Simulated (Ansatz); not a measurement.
Relaxed-ion elastic tensor of Ti₂InC in space group P6_3/mmc (No. 194; Ti on 4f, In on 2d, C on 2a) in GPa (Voigt order), plane-wave PAW PBEsol (Ansatz code); density 6.30 g/cm³, 14.67 Å³ per atom.

```json
[
 {"": "1", "1": "302", "2": "73.2", "3": "61.0", "4": "0.0", "5": "0.0", "6": "0.0"},
 {"": "2", "1": "73.2", "2": "302", "3": "61.0", "4": "0.0", "5": "0.0", "6": "0.0"},
 {"": "3", "1": "61.0", "2": "61.0", "3": "262", "4": "0.0", "5": "0.0", "6": "0.0"},
 {"": "4", "1": "0.0", "2": "0.0", "3": "0.0", "4": "93.9", "5": "0.0", "6": "0.0"},
 {"": "5", "1": "0.0", "2": "0.0", "3": "0.0", "4": "0.0", "5": "93.9", "6": "0.0"},
 {"": "6", "1": "0.0", "2": "0.0", "3": "0.0", "4": "0.0", "5": "0.0", "6": "115"}
]
```

Q: Is the crystal mechanically stable?

A: Yes: the smallest eigenvalue of C is 93.9 GPa.

Q: Work out the Voigt, Reuss and Hill averages.

A: K_V = 140, K_R = 139, K_H = 139; G_V = 105, G_R = 104, G_H = 105 GPa.

Q: Give Young's modulus, Poisson's ratio, Pugh's ratio and the universal anisotropy index.

A: E = 9KG/(3K + G) = 251 GPa; ν = 0.20; K/G = 1.33 (brittle by the Pugh limit of 1.75); A_U = 5G_V/G_R + K_V/K_R − 6 = 0.06.

Q: Estimate the sound speeds and the Debye temperature.

A: v_l = √((K + 4G/3)/ρ) = 6650 m/s, v_t = √(G/ρ) = 4080 m/s, mean 4500 m/s; Θ = (h/k)(3n/4πV)^(1/3) v_m = 548 K.

Q: Solve the Christoffel equation for the three sound speeds along x, y, z.

A: Eigenvalues of C_ijkl n_j n_l equal ρv². In km/s, slowest first: x 3.86, 4.27, 6.93; y 3.86, 4.27, 6.93; z 3.86, 3.86, 6.45.

Q: How much does each axis shrink under pressure?

A: Linear compressibilities β_i = Σ_j S_ij (j = 1 to 3): x 2.2, y 2.2, z 2.8 per TPa.

The workflow started from a Materials Project entry (that database holds measured and hypothetical structures alike); the Crystallography Open Database copy checked does not list it. Its standing as an ambient phase is unchecked. The cell was relaxed with PBEsol under the symmetry of its start; its stability against distortions is not shown here. The run is not spin-polarised. As this level gives no gap, shear constants depend on the k-mesh and smearing (Fermi–Dirac, 0.1 eV here).

Potentials: the later of the program's two PAW sets.
